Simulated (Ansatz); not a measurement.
Ti (hcp, Mg type)

```xyz
4
Lattice="5.8725 0.0000 0.0000 -1.4681 2.5429 0.0000 2.9363 0.0000 4.6372" Properties=species:S:1:pos:R:3 pbc="T T T"
Ti     5.8725     1.6953     3.4779
Ti     2.9363     1.6953     3.4779
Ti     1.4681     0.8476     1.1593
Ti     4.4044     0.8476     1.1593
```

A phonon eigenvector at L = (0.5, 0.0, 0.5) is frozen into this cell: atom i moves by Q times the vector below, so Q is the largest atomic displacement, in Å. The cell is held. It is one choice among 2 degenerate patterns. (q is in reciprocal vectors of the primitive cell; the cell shown is doubled to hold the pattern.)

```
atom       x       y       z
----  ------  ------  ------
Ti1    0.000   0.000  -0.950
Ti2    0.000   0.000   0.950
Ti3   -0.866  -0.500   0.000
Ti4    0.866   0.500   0.000
```

Method: r2SCAN (plane waves to 500 eV, PAW, scalar-relativistic; Ansatz, a program for electronic structure). k mesh 18×18×18 (Γ-centred), Fermi-Dirac smearing 0.05 eV. E stands for the smeared free energy. With partly filled bands, energies and forces of such displacements shift with the k mesh and the smearing. The PAW data are Ansatz's earlier set. Ti is run without spin polarisation. Ti was relaxed with its symmetry unable to fall. The zero of ΔE is the undisplaced structure. The last digit holds for this mesh only.

```
Q (Å)    ΔE (meV/cell)
-------  -------------
-0.1000          266.0
-0.0833          187.2
-0.0667          121.1
-0.0500           68.7
-0.0333       withheld
-0.0167            7.7
0.0000             0.0
0.0167             7.7
0.0333        withheld
0.0500            68.7
0.0667           121.1
0.0833           187.2
0.1000           266.0
```

Question: Fit an even polynomial form (powers 2, 4) to the given rows and predict ΔE at Q = -0.0333.

Answer: Least squares on the 11 given rows: ΔE = (27760)·Q² + (-116000)·Q⁴, in meV/cell with Q in Å; root-mean-square residual 0.08 meV/cell. At -0.0333 the fit gives 30.6 meV/cell; the calculation gives 30.8 meV/cell, so the interpolation is off by -0.2 (-0.6 %). The quadratic term alone would give 30.8 meV/cell.

(A displaced cell: forces are minus the slopes of the energy, force constants its curvatures, and phonons follow from these.)
